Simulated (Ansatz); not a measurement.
**Does relaxation matter for the field gradients of LiF with Ag replacing Li?**

Start: a supercell of LiF (rock salt type, Fm-3m) built from a structure deposited in the COD, with all atoms left at the host's positions.

Space group Fm-3m (No. 225); a = 12.0840 Å.

```csv
site,Wyckoff,site symmetry,x,y,z
Ag,4a,m-3m,0.0000,0.0000,0.0000
Li2,48h,m.m2,0.1667,0.1667,0.0000
Li5,32f,.3m,0.3333,0.1667,0.1667
Li15,24e,4m.m,0.5000,0.5000,0.3333
F28,32f,.3m,0.1667,0.1667,0.1667
F30,24e,4m.m,0.5000,0.5000,0.1667
F32,48i,m.m2,0.5000,0.3333,0.3333
F41,4b,m-3m,0.5000,0.5000,0.5000
```

One atom of each set is listed; the run and its k-mesh use a cell of 54 atoms with edges of 8.54, 8.54, 8.54 Å.

All values are calculated (Ansatz; DFT, PBE, plane waves and PAW, scalar-relativistic, 420 eV cutoff, Γ-centred 3×3×3 k-points, Fermi–Dirac smearing 0.01 eV), not measured.

The largest force at the start is 4.9 eV/Å. Relaxing the ions at fixed cell moves them by 0.247 Å at most (atom 30, F) and 0.088 Å rms.

```
site  moved (Å)              first shell before                    first shell after  V_zz before (10²¹ V/m²)  η before
  Ag      0.000                   6 F at 2.01 Å                        6 F at 2.26 Å                     0.00         –
 Li2      0.050                   6 F at 2.01 Å                   6 F at 1.98–2.06 Å                    0.011      0.47
Li15      0.051                   6 F at 2.01 Å                   6 F at 1.82–2.02 Å                   -0.012      0.00
 F28      0.006                  6 Li at 2.01 Å                  6 Li at 2.01–2.02 Å                     0.11      0.00
 F30      0.247  5 Li at 2.01 Å, 1 Ag at 2.01 Å  5 Li at 1.82–2.06 Å, 1 Ag at 2.26 Å                     0.39      0.00
 F32      0.001                  6 Li at 2.01 Å                  6 Li at 1.98–2.02 Å                   -0.033      0.51
```

Question: What are V_zz and η after the relaxation?

Answer: 

```csv
site,V_zz after,η after,change of V_zz
Ag,0.00,–,0.00
Li2,0.061,0.79,+0.05
Li15,-0.058,0.00,-0.05
F28,0.24,0.00,+0.13
F30,1.76,0.00,+1.37
F32,-1.21,0.33,-1.18
```

The largest change of V_zz is on F30, from 0.39 to 1.76. Small gradients that grow severalfold: F32 (-0.033 to -1.21). Other sites with |V_zz| of 0.02 or less aren't listed.

The defect repeats with the cell of 54 atoms, so it feels its images: sites between two images don't show the values beside a lone defect, and zeros or small values of η there can come from the images' arrangement. Without spin–orbit coupling (the program notes it for Ag) the gradients are little affected as a rule: paired runs on crystals with a gap mostly move them by under 2 % at such atoms.
Before: The cell keeps the host's lattice, where the PBE pressure is 10 GPa. The neighbours have not yet relaxed around the defect (largest force 4.9 eV/Å), so the values at and beside it are those of a strained start, not of the defect in a real crystal.
After: The relaxation keeps the site symmetry m-3m of the start, so the impurity can't leave its site; a start off the site could end lower. With these PAW files V_zz is typically within 2 to 3 % of all-electron values, but misses above 10 % occur on Li. The cell keeps the host's lattice, where the PBE pressure is 6 GPa.
